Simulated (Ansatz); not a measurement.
An element in the fcc structure gives these cold pressures by all-electron LAPW under LDA (Ansatz 0.2.0, scalar-relativistic, no spin polarisation).

| V (Å³/atom) | P (GPa) |
| --- | --- |
| 64.33 | 0.00 |
| 59.19 | 0.44 |
| 54.04 | 1.08 |
| 48.89 | 2.05 |
| 43.75 | 3.54 |
| 38.60 | 5.86 |
| 33.45 | 9.42 |
| 28.95 | 13.72 |

(1) Which element is it?

Results:

(1) K. Its zero-pressure volume in this structure is near 64.3 Å³/atom; the volume and the steepness of P(V) together point to it, though neighbours can come close. Other candidates weren't computed, and some may come near.
